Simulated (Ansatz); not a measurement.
Relaxed-ion elastic tensor of MgO in space group P4_2/mnm (No. 136; Mg on 4g, O on 4f) in GPa (Voigt order), DFT-PBEsol in the program Ansatz with PAW potentials; density 2.69 g/cm³, 12.44 Å³ per atom.

```
 122  96.1  96.0   0.0   0.0   0.0
96.1   122  96.0   0.0   0.0   0.0
96.0  96.0   205   0.0   0.0   0.0
 0.0   0.0   0.0  44.5   0.0   0.0
 0.0   0.0   0.0   0.0  44.5   0.0
 0.0   0.0   0.0   0.0   0.0  67.2
```

### Question
Is the crystal mechanically stable?

### Answer
Yes: the smallest eigenvalue of C is 26.2 GPa.

### Question
Work out the Voigt, Reuss and Hill averages.

### Answer
K_V = 114, K_R = 108, K_H = 111; G_V = 42.0, G_R = 30.8, G_H = 36.4 GPa.

### Question
Give Young's modulus, Poisson's ratio, Pugh's ratio and the universal anisotropy index.

### Answer
E = 9KG/(3K + G) = 98.5 GPa; ν = 0.35; K/G = 3.05 (ductile by the Pugh limit of 1.75); A_U = 5G_V/G_R + K_V/K_R − 6 = 1.87.

### Question
Estimate the sound speeds and the Debye temperature.

### Answer
v_l = √((K + 4G/3)/ρ) = 7700 m/s, v_t = √(G/ρ) = 3680 m/s, mean 4140 m/s; Θ = (h/k)(3n/4πV)^(1/3) v_m = 532 K.

### Question
How much does each axis shrink under pressure?

### Answer
Linear compressibilities β_i = Σ_j S_ij (j = 1 to 3): x 4.1, y 4.1, z 1.0 per TPa.

The start of the workflow was typed in or built on a structure type; neither database checked (COD, Materials Project) lists it. It is not the phase usual at ambient conditions (space group No. 225). Symmetry was held in the PBEsol relaxation; phonons on a q-mesh show no instability.

Potentials: the later of the program's two PAW sets.
